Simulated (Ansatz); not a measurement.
Two inputs for TiAl₃

Cell: a computed structure from the Materials Project (it need not be an observed phase).

```cif
data_structure
_symmetry_space_group_name_H-M 'P 1'
_symmetry_Int_Tables_number 1
_cell_length_a 5.0625
_cell_length_b 5.0625
_cell_length_c 5.0625
_cell_angle_alpha 135.642
_cell_angle_beta 135.642
_cell_angle_gamma 64.535
_cell_volume 62.54
loop_
_atom_site_label
_atom_site_type_symbol
_atom_site_fract_x
_atom_site_fract_y
_atom_site_fract_z
_atom_site_occupancy
Ti1 Ti 0.00000 0.00000 0.00000 1
Al2 Al 0.50000 0.50000 0.00000 1
Al3 Al 0.75000 0.25000 0.50000 1
Al4 Al 0.25000 0.75000 0.50000 1
```

Sites (sets of like atoms) are named by element and the number of their first atom in this list.

Reference run. Level of theory: DFT, PBE, plane waves and PAW, scalar-relativistic, 420 eV cutoff, Γ-centred 12×12×12 k-points, Fermi–Dirac smearing 0.05 eV (Ansatz 0.2.0).

Problem. The input is changed as follows: `hamiltonian.hubbard`: not typed → {sites: [{species: Ti, l: d, u_eff: 6.0}], double_counting: amf}; `scf.n_extra_bands`: not typed → 32. What happens to V_zz (10²¹ V/m²) and η?

Solution. 

| site | atom | V_zz reference | η reference | V_zz changed | η changed |
| --- | --- | --- | --- | --- | --- |
| Ti | 1 | -2.70 | 0.00 | 3.68 | 0.00 |
| Al2 | 2 | 3.24 | 0.00 | 2.97 | 0.00 |
| Al3 | 3 | -0.99 | 0.00 | -1.22 | 0.00 |

The largest change of V_zz is on Ti, from -2.70 to 3.68. In per cent, |V_zz| changes by -8 on Al (all sites that start above 2, bar those whose gradient vanishes or changes sign or whose main axis turns by over 40°). V_zz changes sign on Ti (same axis). SCF iterations: 6 and 14. New warnings: filled band counts differ across k points.

On the reference run: The run finds no gap above 0.1 eV (a metal, or nearly one), so the gradients can move by 10 % or more with the k-mesh.
